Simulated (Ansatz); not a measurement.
ZrO2 (tetragonal-ZrO2 type, space group P4_2/nmc)

```
ZrO2
1.0
    3.62082     0.00000     0.00000
    0.00000     3.62082     0.00000
    0.00000     0.00000     5.28425
Zr O
2 4
Direct
  0.00000   0.00000   0.00000
  0.50000   0.50000   0.50000
  0.00000   0.50000   0.19251
  0.00000   0.50000   0.69251
  0.50000   0.00000   0.30749
  0.50000   0.00000   0.80749
```

The relaxed cell is deformed in two ways at once: its volume V is scaled, and at that volume it is stretched along z (the c axis of the conventional cell) so that c/a changes. Fractional atomic positions are held.

Computed with PBE (plane waves to 420 eV, PAW, scalar-relativistic; Ansatz, a program for electronic structure). k mesh 9×9×6 (Γ-centred), Fermi-Dirac smearing 0.05 eV. Energies are smeared free energies. As the atoms are clamped, bonds stretch with the cell, which overstates energies and stresses. The PAW data are Ansatz's earlier set. This is a high-temperature form of ZrO2. ZrO2 is run without spin polarisation. ZrO2 was relaxed with its symmetry unable to fall. The zero of ΔE is the relaxed starting cell.

```csv
ΔE (eV/atom),V/V₀ = 0.920,V/V₀ = 0.960,V/V₀ = 1.000,V/V₀ = 1.040,V/V₀ = 1.080
(c/a)/(c/a)₀ = 0.880,0.1712,0.1329,[?],0.1440,0.1826
(c/a)/(c/a)₀ = 0.940,0.0804,0.0387,0.0287,0.0444,0.0810
(c/a)/(c/a)₀ = 1.000,0.0602,0.0140,0.0000,0.0122,0.0456
(c/a)/(c/a)₀ = 1.060,0.0937,0.0426,0.0242,0.0323,0.0621
(c/a)/(c/a)₀ = 1.120,[?],0.1121,0.0893,0.0934,0.1194
```

Problem. Fill in the missing entries.

Solution. 
- (c/a)/(c/a)₀ = 0.880, V/V₀ = 1.000: 0.1258
- (c/a)/(c/a)₀ = 1.120, V/V₀ = 0.920: 0.1679

(A scan under strain: stresses follow from slopes of the energy per volume, elastic moduli from its curvatures.)
